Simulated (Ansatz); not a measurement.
Relaxed InP (zinc blende):

```
CELL_PARAMETERS angstrom
      0.00000     2.95351     2.95351
      2.95351     0.00000     2.95351
      2.95351     2.95351     0.00000
ATOMIC_POSITIONS crystal
  P  0.75000 0.75000 0.75000
  In 0.00000 0.00000 0.00000
```

In this cell atom 1 (P, nearest neighbour In at 2.558 Å; its periodic images, 4.2 Å or more away, move with it) is moved by s along Cartesian z, unit vector (0.000, 0.000, 1.000); all other atoms and the cell stay fixed.

Calculation: r2SCAN (plane waves to 500 eV, PAW, scalar-relativistic; Ansatz, an electronic-structure program). k mesh 8×8×8 (Γ-centred), Fermi-Dirac smearing 0.05 eV. The energy includes the smearing's −TS. Compression counts positive. InP was relaxed with its symmetry unable to fall. The zero of ΔE is the undisplaced structure.

Q: Give the computed ΔE (eV/cell) and P (GPa) at s (Å) = -0.616, -0.462, 0.154, 0.308, 0.616, 0.770.

A: 
```tsv
s (Å)	ΔE (eV/cell)	P (GPa)
-0.616	1.291	8.0
-0.462	0.773	4.8
0.154	0.092	0.6
0.308	0.359	2.2
0.616	1.291	8.0
0.770	1.866	11.6
```

(For displaced atoms, the force is minus the slope of the energy, and its curvature is a force constant, which sets phonon frequencies.)
